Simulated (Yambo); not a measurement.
Material: LiF (rock salt, space group Fm-3m, No. 225) under isotropic strain of -0.7 % on all lattice vectors; a = b = c = 2.8096 Å, α = β = γ = 60.00° (2 atoms in the cell). The PBEsol cell relaxed from Materials Project entry mp-1138 was given an isotropic strain of -0.7 % on all lattice vectors, and the atoms were relaxed again.

With PBEsol (pw.x of Quantum ESPRESSO, ONCV potentials, without SOC), the gap between the mesh's edge points (Γ → Γ) is 9.315 eV.

Task: By how much does one-shot G0W0 (Yambo; 8×8×8 Γ-centred k mesh, bands 2 to 65 and a 14 Ry block in the screening, 65 bands in G with the Bruneval-Gonze terminator, plasmon pole fitted at 27.2 eV) open this gap, and what gap results?

Result: The correction is 4.779 eV, giving 14.093 eV, 1.5 times the PBEsol value.  Convergence of the G0W0 settings was not tested.
